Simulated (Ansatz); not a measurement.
An Ansatz (a quantum-chemistry and plane-wave program) run. Input:

Ansatz 0.2 input:
```yaml
crystal:
  lattice:
    - [3.3491567803, 4.4721195793, 0.0]
    - [-3.3491567803, 4.4721195793, 0.0]
    - [-2.8086474095, 0.0, 6.4834740254]
  atoms:
    - { symbol: Ca, position: [0.6677855142, 0.6677855142, 0.25] }
    - { symbol: Ca, position: [0.3322144858, 0.3322144858, 0.75] }
    - { symbol: Mg, position: [0.0, 0.0, 0.0] }
    - { symbol: Mg, position: [0.0, 0.0, 0.5] }
    - { symbol: As, position: [0.3213232669, 0.3213232669, 0.25] }
    - { symbol: As, position: [0.6786767331, 0.6786767331, 0.75] }
    - { symbol: O, position: [0.2589438044, 0.6170028737, 0.0768690973] }
    - { symbol: O, position: [0.7410561956, 0.3829971263, 0.9231309027] }
    - { symbol: O, position: [0.6170028737, 0.2589438044, 0.4231309027] }
    - { symbol: O, position: [0.3829971263, 0.7410561956, 0.5768690973] }
    - { symbol: O, position: [0.6715584919, 0.8981332812, 0.8796949096] }
    - { symbol: O, position: [0.3284415081, 0.1018667188, 0.1203050904] }
    - { symbol: O, position: [0.8981332812, 0.6715584919, 0.6203050904] }
    - { symbol: O, position: [0.1018667188, 0.3284415081, 0.3796949096] }
    - { symbol: F, position: [0.9182499417, 0.9182499417, 0.25] }
    - { symbol: F, position: [0.0817500583, 0.0817500583, 0.75] }
kpoints:
  mp_grid: { grid: [6, 6, 5] }
hamiltonian:
  xc: r2scan
  pseudopotentials: { kind: paw }
scf:
  occupations: { method: fixed }
checkpoint: { read: static.run }
output: { bader: true, populations: true }
```

Output (shortened):

```
Pseudopotential: Ca, paw, valence charge 10
Pseudopotential: Mg, paw, valence charge 10
Pseudopotential: As, paw, valence charge 15
Pseudopotential: O, paw, valence charge 6
Pseudopotential: F, paw, valence charge 7
Functional definition: r2SCAN
Crystal: 16 atoms, lattice volume = 194.217 Å³
Basis set: ecut = 500 eV, 4937 PW (Γ), exchange–correlation on 180×180×216 points (64 copies of the dense FFT grid, shifted against one another)
Bands: 82, of which v1, the nominal top of the filled ones, is band 66 counted from 1 (65 counted from 0)
Symmetry: 4 space group operations
Space group: C2/c (ITA 15), of the structure as read, at distance tolerance 5.8e-5 Å
k-points: 55 of 180
Stability of the state it starts from, as read at its close in the unpolarized treatment …
iter 1 solved again at ethr=9.92e-8 eV; its pass at ethr=3.10e-3 eV (dr2=1.31e-4 eV) is discarded
SCF iter   1: F=—  HF=-23410.603219 eV  |F-HF|=—  |Δ(HF+E_count)|=         —  Δρ=7.24e-7  dr2=6.60e-10  dr2_τ=9.34e-11  ethr=9.92e-8  ⟨swp⟩=3.3  Hψ=28249  notcnv=0  defer=770
preconditioner: auto → Resta (q_TF=auto, 2.558 Å⁻¹)
SCF iter   2: F=—  HF=-23410.603197 eV  |F-HF|=—  |Δ(HF+E_count)|=   2.14e-5  Δρ=5.24e-7  dr2=3.56e-10  dr2_τ=1.23e-10  ethr=1.00e-12  ⟨swp⟩=14.4  Hψ=27986  notcnv=0
SCF iter   3: F=-23410.603197 eV  HF=-23410.603197 eV  |F-HF|=5.09e-11  |Δ(HF+E_count)|=  8.73e-11  Δρ=2.64e-7  dr2=8.63e-11  dr2_τ=1.44e-11  ethr=1.00e-12  ⟨swp⟩=1.0  Hψ=8738  notcnv=0
SCF 1 converged in 3 iterations: F = -23410.603197 eV  dr2 = 8.63e-11
SCF converged after 3 iterations
Free energy (F): -23410.603197 eV
Harris-Foulkes:  -23410.603197 eV  (|F-HF|=5.09e-11)
Internal energy: -23410.603197 eV  (E = F + TS)
E sigma→0 (E₀):  -23410.603197 eV
Fermi energy:    5.334656 eV
--- Per-component energies (eV) ---
  E_band       = -1697.179905
  E_kinetic    = 2754.013238
  E_local      = -12371.660963  (includes V_loc(G=0)·N_el)
  E_nonlocal   = -483.906173
  E_hartree    = 5122.495824
  E_xc         = -1226.182977
  E_vxc        = -1723.069415  (∫ρ·V_xc dr)
  E_paw        = -7718.091421  (= ΣΔE_a)
  E_vpaw       = -229.079902  (= ΣTr[D̂ρ^β])
  E_aug_tail   = 0.010336  (compensation charges beyond the density's cutoff)
  E_vtau       = 111.521025  (kinetic-family band-sum trace: ∫τ·v_τ [+ j·A + Jᵃ·Aᵃ] dr)
  E_ewald      = -9483.554189
  E_core_change = -3.726873  (= ΣΔE_core)
  E_smearing   =  0.000000  (= −TS)
  E_closure    =  0.000000  (closes the sum)
  Σ components = -23410.603197   (vs F -23410.603197, Δ=0.00e0)
  [band-id]    e_kinetic+e_local+e_nonlocal+2·e_hartree+e_vxc+e_vpaw+e_augmentation_tail+e_vtau = -1697.180206   (vs E_band -1697.179905, Δ=-3.01e-4)
--- Band table (eV; the first three rows and the last of 55) ---
  k-point 0: bands = ["-68.9735", "-68.9731", "-34.1109", "-34.1046", "-34.1042", "-34.0888", "-34.0809", "-34.0809", "-33.5622", "-33.5569", "-30.4740", "-30.4738", "-30.4672", "-30.4665", "-30.4593", "-30.4593", "-30.3546", "-30.3544", "-30.3400", …
  k-point 1: bands = ["-68.9734", "-68.9731", "-34.1088", "-34.1045", "-34.1042", "-34.0909", "-34.0809", "-34.0809", "-33.5616", "-33.5574", "-30.4739", "-30.4738", "-30.4671", "-30.4666", "-30.4593", "-30.4593", "-30.3546", "-30.3544", "-30.3400", …
  k-point 2: bands = ["-68.9733", "-68.9732", "-34.1045", "-34.1043", "-34.1032", "-34.0964", "-34.0809", "-34.0809", "-33.5603", "-33.5587", "-30.4739", "-30.4738", "-30.4669", "-30.4668", "-30.4593", "-30.4593", "-30.3545", "-30.3545", "-30.3399", …
  k-point 54: bands = ["-68.9733", "-68.9732", "-34.1046", "-34.1044", "-34.1032", "-34.0964", "-34.0809", "-34.0809", "-33.5598", "-33.5588", "-30.4740", "-30.4738", "-30.4669", "-30.4667", "-30.4592", "-30.4592", "-30.3545", "-30.3544", "-30.3399", …
--- Löwdin populations: 16 sites ---
  site symbol       q [e]
     0     Ca      8.2686
     1     Ca      8.2686
     2     Mg      8.3621
     3     Mg      8.3621
     4     As     13.0644
     5     As     13.0644
     6      O      6.9942
     7      O      6.9942
     8      O      6.9942
     9      O      6.9942
    10      O      6.9947
    11      O      6.9947
    12      O      6.9947
    13      O      6.9947
    14      F      7.7905
    15      F      7.7905
  spilling = 0.008130 (of n_electrons = 132.000000)
--- Bader charges: 16 sites ---
  site symbol  charge [e]  shift [e]
     0     Ca      1.6650     0.0003
     1     Ca      1.6649     0.0003
     2     Mg      1.7810     0.0058
     3     Mg      1.7810     0.0058
     4     As      2.8211     0.0282
     5     As      2.8211     0.0282
     6      O     -1.3476     0.0078
     7      O     -1.3476     0.0078
     8      O     -1.3476     0.0078
     9      O     -1.3476     0.0078
    10      O     -1.3428     0.0076
    11      O     -1.3428     0.0076
    12      O     -1.3428     0.0076
    13      O     -1.3428     0.0076
    14      F     -0.8862     0.0027
    15      F     -0.8863     0.0027
  shift: an alarm, by how much a part of what the PAW files miss would move the charge. Where it is large, compare
  with a run on PAW files of another source; a small one proves nothing
  estimated error of the sums over rays = 3.8e-4 e
```

Cost: about 7 core-minutes (a rough figure) on shared cores.

The workflow started from a Materials Project entry (that database holds measured and hypothetical structures alike); the Crystallography Open Database files this formula in space group No. 15, but the cells were not matched. Whether it is the stable phase at ambient conditions was not checked. The r²SCAN relaxation kept the symmetry of its start; whether a distortion lowers the energy is not shown. Scalar-relativistic: spin–orbit coupling is off unless named, which matters more the heavier the elements.

Potentials: the later of the program's two PAW sets.

Ansatz is a plane-wave DFT program.
